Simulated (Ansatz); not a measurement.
# CaZn2Ge2: hydrostatic pressure series

These are results of DFT PBEsol, scalar-relativistic, plane waves, PAW (Ansatz 0.2.0), not measurements. Settings: 420 eV cutoff, 12×12×12 k-mesh, Gaussian smearing of 0.10 eV, no spin polarisation.

Reference structure (relaxed):

```yaml
crystal:
  lattice:
    - [-2.10481, 2.10481, 5.31375]
    - [2.10481, -2.10481, 5.31375]
    - [2.10481, 2.10481, -5.31375]
  atoms:
    - { symbol: Ca, position: [0.00000, 0.00000, 0.00000] }
    - { symbol: Zn, position: [0.75000, 0.25000, 0.50000] }
    - { symbol: Zn, position: [0.25000, 0.75000, 0.50000] }
    - { symbol: Ge, position: [0.38315, 0.38315, 0.00000] }
    - { symbol: Ge, position: [0.61685, 0.61685, 0.00000] }
```

Cell and atoms are relaxed at each pressure within the symmetry of the start, at zero temperature, so transitions that lower the symmetry aren't seen. The k-mesh given is that at zero pressure and may differ at others. a, b and c are the lengths of the cell vectors above. ΔH is E + PV over the energy at zero pressure.

| P (GPa) | V (Å³/atom) | V/V0 | a (Å) | b (Å) | c (Å) | α (°) | β (°) | γ (°) | ΔH (eV/atom) |
| --- | --- | --- | --- | --- | --- | --- | --- | --- | --- |
| -2 | ? | ? | ? | ? | ? | ? | ? | ? | ? |
| 0 | 18.83 | 1.000 | 6.091 | 6.091 | 6.091 | 139.6 | 139.6 | 58.5 | 0.000 |
| 2 | 18.31 | 0.972 | 6.040 | 6.040 | 6.040 | 139.6 | 139.6 | 58.4 | 0.232 |
| 5 | 17.64 | 0.936 | 5.974 | 5.974 | 5.974 | 139.8 | 139.8 | 58.2 | 0.568 |
| 10 | ? | ? | ? | ? | ? | ? | ? | ? | ? |
| 20 | 15.48 | 0.822 | 5.778 | 5.778 | 5.778 | 140.5 | 140.5 | 57.1 | 2.107 |
| 40 | 13.85 | 0.736 | 5.632 | 5.632 | 5.632 | 141.3 | 141.3 | 55.9 | 3.929 |

Task: What stands in the row for -2 GPa?

Result: V 19.47 Å³/atom; V/V0 1.034; a 6.146 Å; b 6.146 Å; c 6.146 Å; α 139.4 °; β 139.4 °; γ 58.7 °; ΔH -0.239 eV/atom.

Task: What stands in the row for 10 GPa?

Result: V 16.75 Å³/atom; V/V0 0.890; a 5.897 Å; b 5.897 Å; c 5.897 Å; α 140.1 °; β 140.1 °; γ 57.8 °; ΔH 1.104 eV/atom.

Cost: 7 runs of about 22 core-minutes in all, on Arm Neoverse V1 (shared hosts).